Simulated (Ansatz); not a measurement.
Polymorphs of Ga, each relaxed with the program Ansatz at the r²SCAN level (PAW):

A: diamond (Fd-3m), a = b = c = 5.7768 Å, α = β = γ = 90.00°

B: Cmcm, a = 7.6210 Å, b = 4.6149 Å, c = 4.5547 Å, α = β = γ = 90.00°

C: P2_1/m, a = 2.7326 Å, b = 3.3456 Å, c = 4.1951 Å, α = γ = 90.00°, β = 108.86°

D: α-Ga (Cmce), a = 4.4720 Å, b = 7.5952 Å, c = 4.5252 Å, α = β = γ = 90.00°

E: bcc (W type) (Im-3m), a = b = c = 3.314 Å, α = β = γ = 90.00°

Q: Put the candidates in order of energy per atom at 0 K, lowest first, for r²SCAN.

A: D (+0 meV/atom), B (+13 meV/atom), C (+79 meV/atom), E (+174 meV/atom), A (+315 meV/atom)

Constructed cells (a structure type filled with these elements, in neither database checked): E. Typed or built starts, not in the databases checked: A. Not the usual ambient phase: A; B; C; E. Unstable at this level: A; E. All cells were relaxed under the symmetry of their starts (and spin orders); stability against distortions was not tested throughout. Spin–orbit coupling is left out wherever it is not named.

Energies hold the estimated change up to a 700 eV cutoff; steps of a few meV lie near the error of the meshes.

Potentials: the later of the program's two PAW sets.
